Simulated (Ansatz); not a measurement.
CaCl2:
```cif
data_Ca2Cl4
_chemical_formula_sum 'Ca2 Cl4'
_space_group_name_H-M_alt 'P 1'
_space_group_IT_number 1
_cell_length_a 6.25089
_cell_length_b 6.48751
_cell_length_c 4.15601
_cell_angle_alpha 90.000
_cell_angle_beta 90.000
_cell_angle_gamma 90.000
loop_
_space_group_symop_operation_xyz
  'x, y, z'
loop_
_atom_site_label
_atom_site_type_symbol
_atom_site_fract_x
_atom_site_fract_y
_atom_site_fract_z
_atom_site_occupancy
Ca1 Ca 0.50000 0.50000 0.50000 1
Ca2 Ca 0.00000 0.00000 0.00000 1
Cl1 Cl 0.77271 0.16785 0.50000 1
Cl2 Cl 0.22729 0.83215 0.50000 1
Cl3 Cl 0.27271 0.33215 0.00000 1
Cl4 Cl 0.72729 0.66785 0.00000 1
```

Relaxed with r²SCAN. The program Ansatz at the r²SCAN level (PAW) gives a gap of 6.02 eV.

Question: What gap does HSE06 give on the same cell (Ansatz, PAW)?

Answer: 7.03 eV, 1.01 eV more. The hybrid was solved on a coarser mesh and at special points; its gap is the smallest among all of these.

Cost on shared cores: the r²SCAN run (SCF on a 5×5×7 mesh, then bands and DOS) about 2.6 core-minutes (a rough figure), the HSE06 run (SCF on 3×3×4, then a few points) very roughly 2.6 core-minutes; the tasks are unlike.

Space group Pnnm. The workflow started from a Materials Project entry (that database holds measured and hypothetical structures alike); the Crystallography Open Database files this formula in space group No. 58, but the cells were not matched. Its standing as an ambient phase is unchecked. The cell was relaxed with r²SCAN under the symmetry of its start; whether a distortion lowers the energy is not shown.

Potentials: the later of the program's two PAW sets.
